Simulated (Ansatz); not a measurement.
Theory: Ansatz, DFT PBE, scalar-relativistic, plane waves, PAW. Settings: cutoff 420 eV, Γ-centred meshes spaced at most about 0.3 Å⁻¹, and about 0.25 Å⁻¹ or finer for metals (2π included), Gaussian smearing. No spin polarisation in the final relaxations.

All energies are static (0 K, no zero-point motion).

Two forms of TaOs were relaxed alike.

A.

```
Ta Os
1.0
     2.90823   -4.02573    0.00000
     2.90823    4.02573    0.00000
    -0.75525    0.00000    2.80108
Ta Os
2 2
Direct
  0.78679 0.21321 0.00000
  0.21321 0.78679 0.00000
  0.70920 0.70920 0.43453
  0.29080 0.29080 0.56547
```

B.

```
Ta Os
1.0
     2.89759    0.00000    0.00000
    -1.44880    2.50939    0.00000
     0.00000    0.00000    4.45384
Ta Os
1 1
Direct
  0.00000 0.00000 0.00000
  0.33333 0.66667 0.50000
```

Question: Which is lower in energy, and by how much?

Answer: A is lower, by 231 meV/atom. A has space group C2/m (No. 12), 16.4 Å³/atom and no gap on its mesh; B has Ta and Os ordered on hcp sites, space group P-6m2 (No. 187), 16.2 Å³/atom and no gap. Counting all near atoms (those within 1.25 times the shortest distance at each site), A has Ta 12, Os 10 and B has Ta 12, Os 12. In A, Ta has 6 Os at 2.66–2.92 Å, 4 Ta at 2.90–2.97 Å, 2 Os at 3.25 Å and 3 Ta at 3.43–3.58 Å; Os is surrounded by 1 Os at 2.56 Å, 6 Ta at 2.66–2.92 Å, 3 Os at 2.90–3.01 Å, 2 Ta at 3.25 Å and 1 Os at 3.30 Å. In B, around Ta lie 6 Os at 2.79 Å and 6 Ta at 2.90 Å; Os is surrounded by 6 Ta at 2.79 Å and 6 Os at 2.90 Å. Both come from invented guesses.

Spin–orbit coupling, which can matter for Os and Ta, is left out. Cells relaxed within their symmetry can be saddle points. The C2/m cell of TaOs came from shaking the P-6m2 one.
